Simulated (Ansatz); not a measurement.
This cell of Al$_{2}$Cu (Al2Cu type, space group I4/mcm) is off equilibrium:

```
Al2Cu
1.0
   -3.02979     3.02979     2.43726
    3.02979    -3.02979     2.43726
    3.02979     3.02979    -2.43726
Al Cu
4 2
Cartesian
  0.67575   3.70555   0.00000
  0.95908   2.07071   2.43726
  2.07071   0.95908   0.00000
  2.07071  -0.95908   2.43726
  0.00000   0.00000   1.21863
  0.00000   0.00000   3.65588
```

All values below come from PBE (plane waves to 420 eV, PAW, scalar-relativistic; Ansatz, a program for electronic structure). k mesh 10×10×10 (Γ-centred), Fermi-Dirac smearing 0.05 eV. E stands for the smeared free energy. Stress and pressure are positive under compression. With partly filled bands, energies and forces of such displacements shift with the k mesh and the smearing. Al2Cu is run without spin polarisation. Al2Cu was relaxed with its symmetry unable to fall.

Task: What forces act on the atoms (eV/Å, Cartesian)?

Result: 
```json
[
 {"atom": "Al1", "Fx": "2.246", "Fy": "2.246", "Fz": "0.000"},
 {"atom": "Al2", "Fx": "-0.020", "Fy": "-0.128", "Fz": "0.000"},
 {"atom": "Al3", "Fx": "-0.128", "Fy": "-0.020", "Fz": "0.000"},
 {"atom": "Al4", "Fx": "-1.779", "Fy": "-1.779", "Fz": "0.000"},
 {"atom": "Cu5", "Fx": "-0.160", "Fy": "-0.160", "Fz": "0.000"},
 {"atom": "Cu6", "Fx": "-0.160", "Fy": "-0.160", "Fz": "0.000"}
]
```

Task: What is the stress tensor (GPa)?

Result: 
```
    3.3      4.6      0.0
    4.6      3.3      0.0
    0.0      0.0     -0.7
```
The pressure, a third of the trace, is 2.0 GPa.

Task: In it atom 1 sits (-0.283, -0.283, 0.000) Å away from its relaxed site. What is its energy relative to the relaxed cell?

Result: 534 meV/cell.

(For displaced atoms, the force is minus the slope of the energy, and its curvature is a force constant, which sets phonon frequencies.)
